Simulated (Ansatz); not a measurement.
The following input was run with Ansatz 0.2.0.

```yaml
crystal:
  lattice:
    - [2.8410132457, 0.0, 0.0]
    - [-0.9470044152, 2.6785329753, 0.0]
    - [0.0, 0.0, 25.9590328043]
  atoms:
    - { symbol: Ta, position: [0.5, 0.5, 0.3274390099] }
    - { symbol: Ta, position: [0.0, 0.0, 0.416798179] }
    - { symbol: Ta, position: [0.5, 0.5, 0.505847021] }
    - { symbol: Ta, position: [0.0, 0.0, 0.5912936051] }
    - { symbol: F, position: [0.0, 0.0, 0.6791243042] }
basis:
  ecutwfc: 420
kpoints:
  mp_grid: { grid: [11, 11, 1] }
hamiltonian:
  xc: pbesol
scf:
  occupations: { method: gaussian, width: 0.1 }
output:
  forces: true
  eigenvalues: true
relax:
  adjacent_minimum: "off"
  f_tol: 0.03
  max_steps: 70
  constraints: [{ sites: [0, 1] }]
efield:
  axis: 3
  dipole_correction: true
  ramp_width: 0.04
```

Launched with
```bash
ansatz run input.yaml --threads 1 --pin off --max-ram 2560MiB --backend cpu --events-out ev --progress --plain --runs-dir out
```

The calculation used DFT PBEsol, scalar-relativistic, plane waves, PAW in Ansatz 0.2.0.

From the run's log, abridged:

```
Pseudopotentials: kind: paw
Pseudopotential: Ta, paw, valence charge 13, recommended cutoff 420 eV (normal)
Pseudopotential: F, paw, valence charge 7, recommended cutoff 420 eV (normal)
Functional definition: PBEsol
Crystal: 5 atoms, lattice volume = 197.542 Å³
Basis set: ecut = 420 eV, 3881 PW (Γ), exchange–correlation on 40×40×360 points (8 copies of the dense FFT grid, shifted against one another)
Bands: 36, of which v1, the nominal top of the filled ones, is band 30 counted from 1 (29 counted from 0)
Symmetry: 4 space group operations
Space group: Cmm2 (ITA 35), of the structure as read, at distance tolerance 5.8e-5 Å
k-points: 36 of 121
Initial density: superposition of atomic densities (neutral atoms: chi_scale 0, normalization atom), corrected by the library's trained network
Initial wavefunctions: pseudopotential atomic-orbital guess
Functional: x = pbesol(κ = 0.804, μ = 0.12345679), c = pbesol(β = 0.046)
SCF iter   1: F=—  HF=-40024.038459 eV  |F-HF|=—  |Δ(HF+E_count)|=         —  Δρ=3.88e-2  dr2=1.59e1  ethr=1.77e-3  p=-0.259 e·Å  D=-2.38e-1 V/Å  ΔV_dip=6.17 eV  dr2_dipole=2.88e0  V_vac-E_F(+/−)=11.38/5.21 eV  ⟨swp⟩=9.1  Hψ=7015  notcnv=0
efield: sawtooth ramp at fractional position 0.9833 (placed from the atoms, in the widest stretch of the axis that holds none; the zero of the levels goes with the place), width 0.0400; the density the first Hamiltonian is built on has a dipole p = -0.259 e·Å; the dipole correction subtracts the counter field D = -2.38e-1 V/Å, which shifts the + side's vacuum level by +6.17 eV against the − side's; the planar-averaged density in the ramp window peaks in size at 2.6e-5 e/Å³
SCF iter   2: F=—  HF=-40023.688287 eV  |F-HF|=—  |Δ(HF+E_count)|=   3.50e-1  Δρ=1.30e-2  dr2=1.79e0  ethr=1.77e-3  p=-0.249 e·Å  D=-2.28e-1 V/Å  ΔV_dip=5.93 eV  dr2_dipole=9.31e-1  V_vac-E_F(+/−)=10.65/4.73 eV  ⟨swp⟩=2.3  Hψ=1884  notcnv=0  defer=45
SCF iter   3: F=—  HF=-40023.758714 eV  |F-HF|=—  |Δ(HF+E_count)|=   7.04e-2  Δρ=8.25e-3  dr2=5.79e-1  ethr=1.77e-3  p=-0.226 e·Å  D=-2.07e-1 V/Å  ΔV_dip=5.37 eV  dr2_dipole=1.81e-1  V_vac-E_F(+/−)=10.33/4.97 eV  ⟨swp⟩=2.0  Hψ=1393  notcnv=0  defer=45
SCF iter   4: F=—  HF=-40023.747917 eV  |F-HF|=—  |Δ(HF+E_count)|=   1.08e-2  Δρ=3.02e-3  dr2=1.57e-1  ethr=9.81e-4  p=-0.224 e·Å  D=-2.05e-1 V/Å  ΔV_dip=5.32 eV  dr2_dipole=8.98e-2  V_vac-E_F(+/−)=10.21/4.89 eV  ⟨swp⟩=1.6  Hψ=1548  notcnv=0  defer=42
SCF iter   5: F=—  HF=-40023.742302 eV  |F-HF|=—  |Δ(HF+E_count)|=   5.62e-3  Δρ=1.57e-3  dr2=1.79e-2  ethr=2.66e-4  p=-0.217 e·Å  D=-1.99e-1 V/Å  ΔV_dip=5.16 eV  dr2_dipole=8.48e-3  V_vac-E_F(+/−)=10.06/4.90 eV  ⟨swp⟩=1.2  Hψ=1374  notcnv=0  defer=41
SCF iter   6: F=—  HF=-40023.741967 eV  |F-HF|=—  |Δ(HF+E_count)|=   3.35e-4  Δρ=1.14e-3  dr2=4.76e-3  ethr=3.03e-5  p=-0.214 e·Å  D=-1.96e-1 V/Å  ΔV_dip=5.09 eV  dr2_dipole=1.52e-3  V_vac-E_F(+/−)=10.00/4.91 eV  ⟨swp⟩=2.2  Hψ=1630  notcnv=0  defer=41
SCF iter   7: F=—  HF=-40023.741729 eV  |F-HF|=—  |Δ(HF+E_count)|=   2.37e-4  Δρ=3.81e-4  dr2=1.21e-3  ethr=8.07e-6  p=-0.214 e·Å  D=-1.96e-1 V/Å  ΔV_dip=5.10 eV  dr2_dipole=5.14e-4  V_vac-E_F(+/−)=10.00/4.91 eV  ⟨swp⟩=1.8  Hψ=1546  notcnv=0  defer=40
SCF iter   8: F=—  HF=-40023.741678 eV  |F-HF|=—  |Δ(HF+E_count)|=   5.20e-5  Δρ=1.45e-4  dr2=1.67e-4  ethr=2.05e-6  p=-0.215 e·Å  D=-1.97e-1 V/Å  ΔV_dip=5.11 eV  dr2_dipole=7.10e-5  V_vac-E_F(+/−)=10.02/4.91 eV  ⟨swp⟩=1.4  Hψ=1314  notcnv=0  defer=40
SCF iter   9: F=-40023.741671 eV  HF=-40023.741672 eV  |F-HF|=1.38e-6  |Δ(HF+E_count)|=   5.60e-6  Δρ=1.33e-5  dr2=1.23e-6  ethr=3.81e-8  p=-0.215 e·Å  D=-1.97e-1 V/Å  ΔV_dip=5.12 eV  dr2_dipole=4.15e-7  V_vac-E_F(+/−)=10.02/4.91 eV  ⟨swp⟩=14.0  Hψ=7330  notcnv=0
SCF 1 converged in 9 iterations: F = -40023.741671 eV  dr2 = 1.23e-6
relax step   1: F+E_penalty+E_count = -40023.74167053 eV  Δ(F+E_penalty+E_count) = +0.000e0 eV  max|allowed force component| = 5.288e0 eV/Å  Δτ_max = 0.0000 Å  (9 SCF iters, dr2 threshold 2.25e-5 eV, accepted)
Initial density: handed on by an earlier stage of this run
Initial wavefunctions: those handed on with the density
SCF iter   1: F=—  HF=-40025.525138 eV  |F-HF|=—  |Δ(HF+E_count)|=         —  Δρ=1.47e-2  dr2=4.84e0  ethr=3.10e-3  p=-0.215 e·Å  D=-1.97e-1 V/Å  ΔV_dip=5.12 eV  dr2_dipole=2.50e0  V_vac-E_F(+/−)=9.88/4.77 eV  ⟨swp⟩=6.2  Hψ=4913  notcnv=0  defer=8
efield: sawtooth ramp at fractional position 0.9833 (handed on by an earlier solve), width 0.0400; the density the first Hamiltonian is built on has a dipole p = -0.215 e·Å; the dipole correction subtracts the counter field D = -1.97e-1 V/Å, which shifts the + side's vacuum level by +5.12 eV against the − side's; the planar-averaged density in the ramp window peaks in size at 2.2e-6 e/Å³
SCF iter   2: F=—  HF=-40025.249964 eV  |F-HF|=—  |Δ(HF+E_count)|=   2.75e-1  Δρ=7.17e-3  dr2=2.05e-1  ethr=3.10e-3  p=-0.089 e·Å  D=-8.13e-2 V/Å  ΔV_dip=2.11 eV  dr2_dipole=2.37e-2  V_vac-E_F(+/−)=6.99/4.88 eV  ⟨swp⟩=2.1  Hψ=2230  notcnv=0  defer=45
SCF iter   3: F=—  HF=-40025.227766 eV  |F-HF|=—  |Δ(HF+E_count)|=   2.22e-2  Δρ=3.70e-3  dr2=5.56e-2  ethr=3.47e-4  p=-0.117 e·Å  D=-1.07e-1 V/Å  ΔV_dip=2.78 eV  dr2_dipole=1.46e-4  V_vac-E_F(+/−)=7.69/4.91 eV  ⟨swp⟩=2.5  Hψ=2636  notcnv=0  defer=43
SCF iter   4: F=—  HF=-40025.213291 eV  |F-HF|=—  |Δ(HF+E_count)|=   1.45e-2  Δρ=5.26e-4  dr2=8.53e-4  ethr=9.42e-5  p=-0.106 e·Å  D=-9.68e-2 V/Å  ΔV_dip=2.51 eV  dr2_dipole=2.37e-6  V_vac-E_F(+/−)=7.42/4.91 eV  ⟨swp⟩=2.1  Hψ=2341  notcnv=0  defer=43
SCF iter   5: F=—  HF=-40025.213212 eV  |F-HF|=—  |Δ(HF+E_count)|=   7.99e-5  Δρ=2.27e-4  dr2=1.61e-4  ethr=1.45e-6  p=-0.105 e·Å  D=-9.57e-2 V/Å  ΔV_dip=2.49 eV  dr2_dipole=1.36e-5  V_vac-E_F(+/−)=7.39/4.90 eV  ⟨swp⟩=3.0  Hψ=2509  notcnv=0  defer=45
SCF iter   6: F=—  HF=-40025.213223 eV  |F-HF|=—  |Δ(HF+E_count)|=   1.15e-5  Δρ=1.01e-4  dr2=1.79e-5  ethr=1.69e-7  p=-0.105 e·Å  D=-9.59e-2 V/Å  ΔV_dip=2.49 eV  dr2_dipole=2.23e-6  V_vac-E_F(+/−)=7.39/4.90 eV  ⟨swp⟩=12.0  Hψ=6934  notcnv=0
SCF iter   7: F=-40025.213227 eV  HF=-40025.213228 eV  |F-HF|=9.96e-8  |Δ(HF+E_count)|=   4.47e-6  Δρ=1.79e-5  dr2=1.13e-6  ethr=3.04e-8  p=-0.105 e·Å  D=-9.58e-2 V/Å  ΔV_dip=2.49 eV  dr2_dipole=7.55e-8  V_vac-E_F(+/−)=7.39/4.90 eV  ⟨swp⟩=6.9  Hψ=4891  notcnv=0
SCF 2 converged in 7 iterations: F = -40025.213227 eV  dr2 = 1.13e-6
relax step   2: F+E_penalty+E_count = -40025.21322742 eV  Δ(F+E_penalty+E_count) = -1.472e0 eV  max|allowed force component| = 1.190e0 eV/Å  Δτ_max = 0.1951 Å  (7 SCF iters, dr2 threshold 1.00e-4 eV, accepted)
SCF iter   1: F=—  HF=-40025.263420 eV  |F-HF|=—  |Δ(HF+E_count)|=         —  Δρ=8.99e-3  dr2=7.27e-1  ethr=1.41e-3  p=-0.105 e·Å  D=-9.59e-2 V/Å  ΔV_dip=2.49 eV  dr2_dipole=1.46e-1  V_vac-E_F(+/−)=7.43/4.94 eV  ⟨swp⟩=1.4  Hψ=4865  notcnv=0  defer=34
efield: sawtooth ramp at fractional position 0.9833 (handed on by an earlier solve), width 0.0400; the density the first Hamiltonian is built on has a dipole p = -0.105 e·Å; the dipole correction subtracts the counter field D = -9.59e-2 V/Å, which shifts the + side's vacuum level by +2.49 eV against the − side's; the planar-averaged density in the ramp window peaks in size at 6.3e-6 e/Å³
SCF iter   2: F=—  HF=-40025.219179 eV  |F-HF|=—  |Δ(HF+E_count)|=   4.42e-2  Δρ=3.06e-3  dr2=3.92e-2  ethr=1.23e-3  p=-0.058 e·Å  D=-5.30e-2 V/Å  ΔV_dip=1.38 eV  dr2_dipole=1.60e-3  V_vac-E_F(+/−)=6.30/4.93 eV  ⟨swp⟩=2.2  Hψ=1893  notcnv=0  defer=36
SCF iter   3: F=—  HF=-40025.212472 eV  |F-HF|=—  |Δ(HF+E_count)|=   6.71e-3  Δρ=1.76e-3  dr2=1.09e-2  ethr=6.65e-5  p=-0.079 e·Å  D=-7.21e-2 V/Å  ΔV_dip=1.87 eV  dr2_dipole=2.98e-4  V_vac-E_F(+/−)=6.80/4.93 eV  ⟨swp⟩=3.7  Hψ=3100  notcnv=0  defer=39
SCF iter   4: F=—  HF=-40025.209539 eV  |F-HF|=—  |Δ(HF+E_count)|=   2.93e-3  Δρ=4.18e-4  dr2=9.98e-4  ethr=1.84e-5  p=-0.074 e·Å  D=-6.78e-2 V/Å  ΔV_dip=1.76 eV  dr2_dipole=2.13e-5  V_vac-E_F(+/−)=6.70/4.94 eV  ⟨swp⟩=2.0  Hψ=1816  notcnv=0  defer=39
SCF iter   5: F=—  HF=-40025.209365 eV  |F-HF|=—  |Δ(HF+E_count)|=   1.74e-4  Δρ=8.79e-5  dr2=5.08e-5  ethr=1.69e-6  p=-0.072 e·Å  D=-6.57e-2 V/Å  ΔV_dip=1.71 eV  dr2_dipole=6.68e-7  V_vac-E_F(+/−)=6.65/4.94 eV  ⟨swp⟩=2.3  Hψ=1921  notcnv=0  defer=39
SCF iter   6: F=-40025.209360 eV  HF=-40025.209363 eV  |F-HF|=2.37e-6  |Δ(HF+E_count)|=   2.32e-6  Δρ=3.01e-5  dr2=3.30e-6  ethr=8.61e-8  p=-0.071 e·Å  D=-6.54e-2 V/Å  ΔV_dip=1.70 eV  dr2_dipole=1.04e-7  V_vac-E_F(+/−)=6.64/4.94 eV  ⟨swp⟩=13.5  Hψ=6519  notcnv=0
SCF 3 converged in 6 iterations: F = -40025.209360 eV  dr2 = 3.30e-6
relax step   3: F+E_penalty+E_count = -40025.20936034 eV  Δ(F+E_penalty+E_count) = +3.867e-3 eV  max|allowed force component| = 1.211e0 eV/Å  Δτ_max = 0.1592 Å  (6 SCF iters, dr2 threshold 8.86e-5 eV, rejected (line search))
SCF iter   1: F=—  HF=-40025.267890 eV  |F-HF|=—  |Δ(HF+E_count)|=         —  Δρ=7.66e-3  dr2=3.91e-1  ethr=6.19e-4  p=-0.071 e·Å  D=-6.54e-2 V/Å  ΔV_dip=1.70 eV  dr2_dipole=3.26e-2  V_vac-E_F(+/−)=6.60/4.90 eV  ⟨swp⟩=1.9  Hψ=4845  notcnv=0  defer=34
efield: sawtooth ramp at fractional position 0.9833 (handed on by an earlier solve), width 0.0400; the density the first Hamiltonian is built on has a dipole p = -0.071 e·Å; the dipole correction subtracts the counter field D = -6.54e-2 V/Å, which shifts the + side's vacuum level by +1.70 eV against the − side's; the planar-averaged density in the ramp window peaks in size at 1.3e-6 e/Å³
SCF iter   2: F=—  HF=-40025.244464 eV  |F-HF|=—  |Δ(HF+E_count)|=   2.34e-2  Δρ=2.17e-3  dr2=1.61e-2  ethr=6.19e-4  p=-0.091 e·Å  D=-8.38e-2 V/Å  ΔV_dip=2.18 eV  dr2_dipole=3.15e-4  V_vac-E_F(+/−)=7.10/4.93 eV  ⟨swp⟩=2.2  Hψ=1854  notcnv=0  defer=34
SCF iter   3: F=—  HF=-40025.241763 eV  |F-HF|=—  |Δ(HF+E_count)|=   2.70e-3  Δρ=8.10e-4  dr2=3.54e-3  ethr=2.73e-5  p=-0.083 e·Å  D=-7.62e-2 V/Å  ΔV_dip=1.98 eV  dr2_dipole=2.97e-4  V_vac-E_F(+/−)=6.90/4.92 eV  ⟨swp⟩=4.0  Hψ=3223  notcnv=0  defer=34
SCF iter   4: F=—  HF=-40025.241246 eV  |F-HF|=—  |Δ(HF+E_count)|=   5.16e-4  Δρ=2.64e-4  dr2=5.97e-4  ethr=6.00e-6  p=-0.085 e·Å  D=-7.76e-2 V/Å  ΔV_dip=2.02 eV  dr2_dipole=2.19e-5  V_vac-E_F(+/−)=6.93/4.91 eV  ⟨swp⟩=2.0  Hψ=1747  notcnv=0  defer=34
SCF iter   5: F=—  HF=-40025.241198 eV  |F-HF|=—  |Δ(HF+E_count)|=   4.80e-5  Δρ=6.37e-5  dr2=2.48e-5  ethr=1.01e-6  p=-0.086 e·Å  D=-7.84e-2 V/Å  ΔV_dip=2.04 eV  dr2_dipole=7.24e-7  V_vac-E_F(+/−)=6.95/4.92 eV  ⟨swp⟩=2.0  Hψ=1613  notcnv=0  defer=34
SCF iter   6: F=—  HF=-40025.241398 eV  |F-HF|=—  |Δ(HF+E_count)|=   1.99e-4  Δρ=2.04e-5  dr2=1.30e-6  ethr=4.20e-8  p=-0.086 e·Å  D=-7.85e-2 V/Å  ΔV_dip=2.04 eV  dr2_dipole=1.79e-8  V_vac-E_F(+/−)=6.95/4.91 eV  ⟨swp⟩=2.1  Hψ=1834  notcnv=0  defer=34
SCF iter   7: F=—  HF=-40025.241398 eV  |F-HF|=—  |Δ(HF+E_count)|=   2.65e-7  Δρ=7.48e-6  dr2=2.12e-7  ethr=2.21e-9  p=-0.086 e·Å  D=-7.86e-2 V/Å  ΔV_dip=2.04 eV  dr2_dipole=3.16e-8  V_vac-E_F(+/−)=6.95/4.91 eV  ⟨swp⟩=2.9  Hψ=1960  notcnv=0  defer=34
SCF iter   8: F=-40025.241398 eV  HF=-40025.241398 eV  |F-HF|=1.25e-8  |Δ(HF+E_count)|=   5.57e-8  Δρ=1.35e-6  dr2=1.31e-8  ethr=1.69e-10  p=-0.086 e·Å  D=-7.86e-2 V/Å  ΔV_dip=2.04 eV  dr2_dipole=4.80e-10  V_vac-E_F(+/−)=6.95/4.91 eV  ⟨swp⟩=14.1  Hψ=6479  notcnv=0
SCF 4 converged in 8 iterations: F = -40025.241398 eV  dr2 = 1.31e-8
relax step   4: F+E_penalty+E_count = -40025.24139792 eV  Δ(F+E_penalty+E_count) = -2.817e-2 eV  max|allowed force component| = 1.465e-1 eV/Å  Δτ_max = 0.0385 Å  (8 SCF iters, accepted)
SCF iter   1: F=—  HF=-40025.243340 eV  |F-HF|=—  |Δ(HF+E_count)|=         —  Δρ=2.22e-3  dr2=2.36e-2  ethr=4.68e-4  p=-0.086 e·Å  D=-7.86e-2 V/Å  ΔV_dip=2.04 eV  dr2_dipole=2.26e-3  V_vac-E_F(+/−)=6.97/4.93 eV  ⟨swp⟩=2.7  Hψ=2595  notcnv=0  defer=44
efield: sawtooth ramp at fractional position 0.9833 (handed on by an earlier solve), width 0.0400; the density the first Hamiltonian is built on has a dipole p = -0.086 e·Å; the dipole correction subtracts the counter field D = -7.86e-2 V/Å, which shifts the + side's vacuum level by +2.04 eV against the − side's; the planar-averaged density in the ramp window peaks in size at 1.8e-6 e/Å³
SCF iter   2: F=—  HF=-40025.241706 eV  |F-HF|=—  |Δ(HF+E_count)|=   1.63e-3  Δρ=5.42e-4  dr2=1.21e-3  ethr=4.00e-5  p=-0.087 e·Å  D=-7.94e-2 V/Å  ΔV_dip=2.06 eV  dr2_dipole=1.99e-5  V_vac-E_F(+/−)=6.98/4.92 eV  ⟨swp⟩=2.0  Hψ=1796  notcnv=0  defer=43
SCF iter   3: F=—  HF=-40025.241710 eV  |F-HF|=—  |Δ(HF+E_count)|=   3.57e-6  Δρ=2.86e-4  dr2=4.77e-4  ethr=2.06e-6  p=-0.088 e·Å  D=-8.03e-2 V/Å  ΔV_dip=2.08 eV  dr2_dipole=8.41e-6  V_vac-E_F(+/−)=7.00/4.92 eV  ⟨swp⟩=3.0  Hψ=2412  notcnv=0  defer=43
SCF iter   4: F=—  HF=-40025.241644 eV  |F-HF|=—  |Δ(HF+E_count)|=   6.64e-5  Δρ=7.70e-5  dr2=3.39e-5  ethr=8.09e-7  p=-0.087 e·Å  D=-8.00e-2 V/Å  ΔV_dip=2.08 eV  dr2_dipole=6.69e-8  V_vac-E_F(+/−)=6.99/4.92 eV  ⟨swp⟩=2.0  Hψ=2140  notcnv=0  defer=43
SCF iter   5: F=—  HF=-40025.241642 eV  |F-HF|=—  |Δ(HF+E_count)|=   1.81e-6  Δρ=3.46e-5  dr2=4.06e-6  ethr=5.75e-8  p=-0.087 e·Å  D=-7.99e-2 V/Å  ΔV_dip=2.07 eV  dr2_dipole=1.01e-7  V_vac-E_F(+/−)=6.99/4.92 eV  ⟨swp⟩=2.1  Hψ=1722  notcnv=0  defer=43
SCF iter   6: F=-40025.241642 eV  HF=-40025.241642 eV  |F-HF|=3.97e-8  |Δ(HF+E_count)|=   1.13e-7  Δρ=4.82e-6  dr2=1.17e-7  ethr=2.27e-9  p=-0.087 e·Å  D=-7.98e-2 V/Å  ΔV_dip=2.07 eV  dr2_dipole=1.10e-8  V_vac-E_F(+/−)=6.99/4.92 eV  ⟨swp⟩=13.1  Hψ=7019  notcnv=0
SCF 5 converged in 6 iterations: F = -40025.241642 eV  dr2 = 1.17e-7
relax step   5: F+E_penalty+E_count = -40025.24164196 eV  Δ(F+E_penalty+E_count) = -2.440e-4 eV  max|allowed force component| = 3.189e-2 eV/Å  Δτ_max = 0.0322 Å  (6 SCF iters, dr2 threshold 1.34e-6 eV, accepted)
SCF iter   1: F=—  HF=-40025.242085 eV  |F-HF|=—  |Δ(HF+E_count)|=         —  Δρ=9.27e-4  dr2=4.72e-3  ethr=7.19e-5  p=-0.087 e·Å  D=-7.98e-2 V/Å  ΔV_dip=2.07 eV  dr2_dipole=4.75e-4  V_vac-E_F(+/−)=6.98/4.91 eV  ⟨swp⟩=2.1  Hψ=2456  notcnv=0  defer=8
efield: sawtooth ramp at fractional position 0.9833 (handed on by an earlier solve), width 0.0400; the density the first Hamiltonian is built on has a dipole p = -0.087 e·Å; the dipole correction subtracts the counter field D = -7.98e-2 V/Å, which shifts the + side's vacuum level by +2.07 eV against the − side's; the planar-averaged density in the ramp window peaks in size at 1.6e-6 e/Å³
SCF iter   2: F=—  HF=-40025.241790 eV  |F-HF|=—  |Δ(HF+E_count)|=   2.95e-4  Δρ=2.47e-4  dr2=3.76e-4  ethr=8.00e-6  p=-0.088 e·Å  D=-8.02e-2 V/Å  ΔV_dip=2.08 eV  dr2_dipole=3.09e-5  V_vac-E_F(+/−)=7.00/4.92 eV  ⟨swp⟩=2.0  Hψ=1799  notcnv=0  defer=8
SCF iter   3: F=—  HF=-40025.241756 eV  |F-HF|=—  |Δ(HF+E_count)|=   3.32e-5  Δρ=1.15e-4  dr2=7.22e-5  ethr=6.37e-7  p=-0.087 e·Å  D=-7.96e-2 V/Å  ΔV_dip=2.07 eV  dr2_dipole=4.22e-6  V_vac-E_F(+/−)=6.98/4.92 eV  ⟨swp⟩=2.1  Hψ=2181  notcnv=0  defer=8
SCF iter   4: F=—  HF=-40025.241958 eV  |F-HF|=—  |Δ(HF+E_count)|=   2.02e-4  Δρ=3.74e-5  dr2=4.08e-6  ethr=1.22e-7  p=-0.087 e·Å  D=-7.98e-2 V/Å  ΔV_dip=2.07 eV  dr2_dipole=4.61e-7  V_vac-E_F(+/−)=6.99/4.92 eV  ⟨swp⟩=2.5  Hψ=2204  notcnv=0  defer=8
SCF iter   5: F=—  HF=-40025.241958 eV  |F-HF|=—  |Δ(HF+E_count)|=   2.53e-7  Δρ=1.11e-5  dr2=4.91e-7  ethr=6.92e-9  p=-0.087 e·Å  D=-7.99e-2 V/Å  ΔV_dip=2.07 eV  dr2_dipole=6.01e-8  V_vac-E_F(+/−)=6.99/4.92 eV  ⟨swp⟩=3.1  Hψ=2072  notcnv=0  defer=8
SCF iter   6: F=-40025.241959 eV  HF=-40025.241958 eV  |F-HF|=4.97e-8  |Δ(HF+E_count)|=   1.60e-7  Δρ=1.72e-6  dr2=1.10e-8  ethr=1.69e-10  p=-0.087 e·Å  D=-7.99e-2 V/Å  ΔV_dip=2.07 eV  dr2_dipole=3.92e-10  V_vac-E_F(+/−)=6.99/4.92 eV  ⟨swp⟩=12.1  Hψ=6503  notcnv=0
SCF 6 converged in 6 iterations: F = -40025.241959 eV  dr2 = 1.10e-8
relax step   6: F+E_penalty+E_count = -40025.24195853 eV  Δ(F+E_penalty+E_count) = -3.166e-4 eV  max|allowed force component| = 3.015e-3 eV/Å  Δτ_max = 0.0130 Å  (6 SCF iters, accepted)
SCF converged after 6 iterations
Free energy (F): -40025.241959 eV
Harris-Foulkes:  -40025.241958 eV  (|F-HF|=4.97e-8)
Internal energy: -40025.219023 eV  (E = F + TS)
E sigma→0 (E₀):  -40025.230491 eV
Entropy (-TS):   -0.022935 eV (-4.587 meV/atom)
Fermi energy:    3.524225 eV
Dipole field:    D = -0.079895 V/Å  (p = -0.087220 e·Å, saw-weighted, corrected)
Work function:   Φ+ = 6.9900 eV   Φ− = 4.9160 eV
Levels:          The Fermi level and band energies are counted from a zero that moves with the ramp; work functions are not
--- Per-component energies (eV) ---
  E_band       = -1262.996038
  E_kinetic    = 1665.819710
  E_local      = -66085.736656  (includes V_loc(G=0)·N_el)
  E_nonlocal   = 144.573737
  E_hartree    = 32226.188358
  E_xc         = -943.180834
  E_vxc        = -912.176712  (∫ρ·V_xc dr)
  E_paw        = -33283.411827  (= ΣΔE_a)
  E_vpaw       = -525.795727  (= ΣTr[D̂ρ^β])
  E_aug_tail   = 0.002614  (compensation charges beyond the density's cutoff)
  E_efield     = 0.003484  (sawtooth field / dipole correction)
  E_vefield    = -2.059374  (∫n·V_field dr)
  E_ewald      = 26249.625363
  E_core_change = 0.897029  (= ΣΔE_core)
  E_smearing   = -0.022935  (= −TS)
--- Forces (eV/Å), atoms counted from 1 ---
  atom   1  Ta     0.00000000     0.00000000     0.37061725
  atom   2  Ta     0.00000000     0.00000000    -0.37310046
  atom   3  Ta     0.00000000     0.00000000    -0.00174377
  atom   4  Ta     0.00000000     0.00000000     0.00301457
  atom   5  F      0.00000000     0.00000000     0.00122960
--- Band table (eV; the first three rows and the last of 36) ---
  k-point 0: bands = ["-64.3616", "-63.9230", "-63.4849", "-63.4083", "-31.4101", "-30.7444", "-30.4892", "-30.2698", "-30.2242", "-30.0608", "-29.8246", "-29.7119", "-29.6563", "-29.4788", "-29.4546", "-29.4104", "-20.1785", "-4.1064", "-3.1121", "-2.2947", "-1.6921", "-1.0961", "-1.0347", "-0.8330", "1.9610", "2.3035", "2.9620", "3.1462", "3.4756", "3.8675", "4.0614", "4.6061", "4.6775", "6.1716", "6.4521", "6.8920"]
  k-point 1: bands = ["-64.3566", "-63.9179", "-63.4785", "-63.4049", "-31.3988", "-30.7279", "-30.5341", "-30.2783", "-30.2607", "-30.0908", "-29.8631", "-29.7818", "-29.6238", "-29.5339", "-29.4824", "-29.4410", "-20.1616", "-3.8526", "-2.9373", "-2.1770", "-1.4952", "-1.1480", "-0.8962", "-0.7334", "2.0127", "2.3456", "2.9783", "3.0960", "3.2918", "3.8019", "4.1064", "4.2509", "4.7006", "6.1345", "6.3759", "6.7007"]
  k-point 2: bands = ["-64.3433", "-63.9042", "-63.4610", "-63.3959", "-31.3689", "-30.7057", "-30.6669", "-30.3451", "-30.3188", "-30.1831", "-29.9377", "-29.9087", "-29.7089", "-29.6195", "-29.5290", "-29.4628", "-20.1161", "-3.2130", "-2.5652", "-1.8340", "-1.5961", "-0.9555", "-0.6426", "-0.0181", "2.0627", "2.4121", "2.8633", "2.9309", "3.0191", "3.4217", "3.5762", "4.2978", "4.8778", "6.2134", "6.4408", "6.6219"]
  k-point 35: bands = ["-64.2551", "-63.8153", "-63.3678", "-63.3097", "-31.2578", "-31.2008", "-30.9128", "-30.8821", "-30.5711", "-30.4939", "-30.4694", "-30.3563", "-30.1535", "-30.0569", "-29.8876", "-29.6032", "-19.8448", "-2.8104", "-2.3504", "-1.7938", "-0.5422", "-0.1641", "0.0327", "0.1416", "0.4437", "1.2542", "2.4281", "2.9102", "4.0323", "5.1136", "5.6803", "6.0253", "6.4284", "6.5641", "7.1586", "8.7548"]
--- Relaxed structure (6 steps of the walk, 5 accepted, 0 SCFs on fresh bases) ---
  F+E_penalty+E_count = -40025.24195853 eV   max|allowed force component| = 3.015e-3 eV/Å
  atoms:
    - { symbol: Ta, position: [0.5, 0.49999999, 0.3274390099] }
    - { symbol: Ta, position: [0.0, 0.0, 0.416798179] }
    - { symbol: Ta, position: [0.5, 0.49999999, 0.50426265] }
    - { symbol: Ta, position: [0.0, 0.0, 0.59833384] }
    - { symbol: F, position: [0.0, 0.0, 0.66978176] }
```

The relaxation met its thresholds.

It took 67 s on 1 thread of Intel(R) Xeon(R) 6975P-C (Granite Rapids), with other jobs on the host, peak memory 0.56 GiB.

Spin–orbit coupling is left out, which can shift energies with elements as heavy as these. Spin polarisation was left out, and a magnetic state may lie lower.